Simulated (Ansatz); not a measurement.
Te₂Mo:
```yaml
crystal:
  lattice:
    - [6.28665, 0.00000, 0.00000]
    - [0.00000, 3.43900, 0.00000]
    - [-0.83844, 0.00000, 13.35468]
  atoms:
    - { symbol: Te, position: [0.55827, 0.75000, 0.34749] }
    - { symbol: Te, position: [0.44173, 0.25000, 0.65251] }
    - { symbol: Te, position: [0.58611, 0.25000, 0.10473] }
    - { symbol: Te, position: [0.41389, 0.75000, 0.89527] }
    - { symbol: Te, position: [0.09369, 0.75000, 0.15293] }
    - { symbol: Te, position: [0.90631, 0.25000, 0.84707] }
    - { symbol: Mo, position: [0.32039, 0.75000, 0.50677] }
    - { symbol: Mo, position: [0.67961, 0.25000, 0.49323] }
    - { symbol: Te, position: [0.05630, 0.25000, 0.39492] }
    - { symbol: Te, position: [0.94370, 0.75000, 0.60508] }
    - { symbol: Mo, position: [0.18159, 0.25000, 0.00787] }
    - { symbol: Mo, position: [0.81841, 0.75000, 0.99213] }
```

Relaxed with LDA. Special points in fractions of this cell's reciprocal vectors: Γ (0.000, 0.000, 0.000); Z (0.000, 0.500, 0.000); D (0.000, 0.500, 0.500); B (0.000, 0.000, 0.500); A (-0.500, 0.000, 0.500); E (-0.500, 0.500, 0.500); C2 (-0.500, 0.500, 0.000); Y2 (-0.500, 0.000, 0.000).

### Question
List the band energies nearest the Fermi level at these points for LDA (plane waves, PAW; program Ansatz).

### Answer
In eV from the Fermi level; about four levels below and three above (degenerate sets whole), none deeper than 8.9 eV; points with the same levels are listed once.

```csv
k,below,above
Γ,-0.71 -0.53 -0.49 -0.25,0.06 0.26 0.39
Z,-1.72 -1.72 -1.49 -1.49,0.93 0.93 1.11 1.11
D,-1.70 -1.70 -1.60 -1.60,0.90 0.90 1.10 1.10
B,-0.80 -0.74 -0.13 -0.12,0.04 0.11 0.40
A,-0.65 -0.37 -0.08 -0.07,0.76 0.87 1.28
E,-1.17 -1.17 -1.07 -1.07,0.95 0.95 0.96 0.96
C2,-1.18 -1.18 -1.08 -1.08,0.93 0.93 1.01 1.01
Y2,-0.59 -0.51 -0.16 -0.12,0.82 0.83 1.41
```

Space group P2_1/m. The workflow started from an entry of the Crystallography Open Database (COD), which files this formula under 2 space groups. It is not the phase usual at ambient conditions (space group No. 194). The LDA relaxation kept the symmetry of its start; whether a distortion lowers the energy is not shown. No spin polarisation was allowed. A crystal of weakly bound layers computed without a dispersion correction: the cell and the soft elastic constants depend strongly on that. Spin–orbit coupling is left out wherever it is not named.

Potentials: the earlier of the program's two PAW sets. The files were generated under PBE; for other functionals the program regenerates the frozen cores, and for LDA and PBEsol the local potential too.
